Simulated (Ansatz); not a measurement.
Trial structure of V3F, not yet relaxed:

```xyz
4
Lattice="0.0000 2.9489 2.9489 2.9489 0.0000 2.9489 2.9489 2.9489 0.0000" Properties=species:S:1:pos:R:3 pbc="T T T"
V     0.0000    0.0000    0.0000
V     1.4744    1.4744    1.4744
V     4.4233    4.4233    4.4233
F     2.9489    2.9489    2.9489
```

These are results of DFT PBE, scalar-relativistic, plane waves, PAW (Ansatz), not measurements. Plane waves to 420 eV, a k mesh through Γ of 6×6×6 on the computed 4-atom cell and Gaussian smearing (0.10 eV); collinear spin from starting moments 2.0 2.0 2.0 0.0 μB.

Formation energies are uncorrected and refer to the elements' standard structures at the same level (F₂ as a molecule).

Question: How far from equilibrium is it?

Answer: The pressure is 1.1 GPa (it wants to expand), the largest force is 0.00 eV/Å (symmetry fixes the atoms), and the energy is +0.34 eV/atom against the elements. The shortest distance is 2.55 Å.

Question: Is it a good guess?

Answer: A good one: relaxing gains under 0.1 eV/atom (the start's value is from the coarse mesh, so the gain is rough) in 6 ionic steps and ends at +0.34 eV/atom on the finer mesh. The symmetry stays Fm-3m (No. 225). The end has the BiF3 (D0_3) type. The volume per atom grows by 0.6 %, from 12.8 to 12.9 Å³. The shortest distance goes from 2.55 Å (V–F and V–V) to 2.56 Å (V–F and V–V). Conventional cell: a = 5.909 Å. V on a site of symmetry m-3m has 8 V at 2.56 Å and 6 F at 2.95 Å; around V on a site of symmetry -43m lie 4 F at 2.56 Å, 4 V at 2.56 Å and 6 V at 2.95 Å; F has 8 V at 2.56 Å and 6 V at 2.95 Å.

The last run used collinear spin, a 14×14×14 mesh for its 4-atom cell and Gaussian smearing of 0.10 eV. No Hubbard U is applied to the 3d shell of V. The relaxation can't lower the symmetry of the start, and the grade says only how near the guess is to its own end. A structure relaxed within its symmetry needn't be a true minimum. Another cell of V3F relaxed alike but without spin, in R-3m, lies 92 meV/atom lower, so this cell isn't the stable form at this level.
